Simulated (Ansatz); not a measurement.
Tl:
```cif
data_Tl2
_chemical_formula_sum 'Tl2'
_space_group_name_H-M_alt 'P 1'
_space_group_IT_number 1
_cell_length_a 3.52213
_cell_length_b 3.52213
_cell_length_c 5.59747
_cell_angle_alpha 90.000
_cell_angle_beta 90.000
_cell_angle_gamma 120.000
loop_
_space_group_symop_operation_xyz
  'x, y, z'
loop_
_atom_site_label
_atom_site_type_symbol
_atom_site_fract_x
_atom_site_fract_y
_atom_site_fract_z
_atom_site_occupancy
Tl1 Tl 0.33333 0.66667 0.75000 1
Tl2 Tl 0.66667 0.33333 0.25000 1
```

Relaxed with r²SCAN.

Problem. Decompose the optical modes at the zone centre into irreducible representations, and say which are infrared and Raman allowed.

Solution. Point group 6/mmm: Γ_opt = B1g + E2g. Infrared: none. Raman: E2g.

Problem. Assign frequencies (DFPT, DFT-r²SCAN in the program Ansatz with PAW potentials).

Solution. E2g 27, B1g 80 cm⁻¹.

Subscripts of B labels follow the axes of the standard setting.

Space group P6_3/mmc (hcp (Mg type)). Symmetry was held in the r²SCAN relaxation; of distortions, only those at the zone centre were tested. As this level gives no gap, phonon frequencies hold no LO–TO term and depend on the k-mesh and smearing (Fermi–Dirac, 0.1 eV here). Spin–orbit coupling is left out wherever it is not named.

Potentials: the later of the program's two PAW sets.
